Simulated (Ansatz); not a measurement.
Consider the following.

W (bcc, W type)

```yaml
crystal:
  lattice:
    - [-3.18365, 3.18365, 3.18365]
    - [1.59183, -1.59183, 1.59183]
    - [1.59183, 1.59183, -1.59183]
  atoms:
    - { symbol: W, position: [0.00000, 0.00000, 0.00000] }
    - { symbol: W, position: [0.50000, 0.00000, 0.00000] }
```

Scan: atom 2 (W, nearest neighbour W at 2.757 Å; its periodic images, 2.8 Å or more away, move with it) is displaced along Cartesian x, direction (1.000, 0.000, 0.000) in Cartesian axes, by s. The other atoms stay.

Level of theory: PBE (plane waves to 420 eV, PAW, scalar-relativistic; Ansatz, an electronic-structure program). k mesh 8×16×16 (Γ-centred), Fermi-Dirac smearing 0.05 eV. E stands for the smeared free energy. With partly filled bands, energies and forces of such displacements shift with the k mesh and the smearing. On this mesh the relaxed cell isn't quite at rest: it carries a pressure of -0.2 GPa (compression positive) at the zero of the scan. Spin-orbit coupling is left out, though W is heavy. The PAW data are Ansatz's earlier set. W is run without spin polarisation. W was relaxed with its symmetry unable to fall. ΔE is measured from the undisplaced structure.

The scan covers s from -0.280 to 0.280 Å in 11 points.

Task: Is this a single well or a double well?

Result: A single well with its minimum at or next to zero displacement.

Task: Is the energy the same for equal positive and negative displacements?

Result: Even: the same for both signs. With its periodic images moving along, the atom's site symmetry in this cell is mmm.

Task: What force acts on the atom along the line at s = -0.280 Å?

Result: 1.90 eV/Å.

Task: What is the force constant k = d²E/ds² of this move at s = 0?

Result: 5.56 eV/Å².

(For displaced atoms, the force is minus the slope of the energy, and its curvature is a force constant, which sets phonon frequencies.)
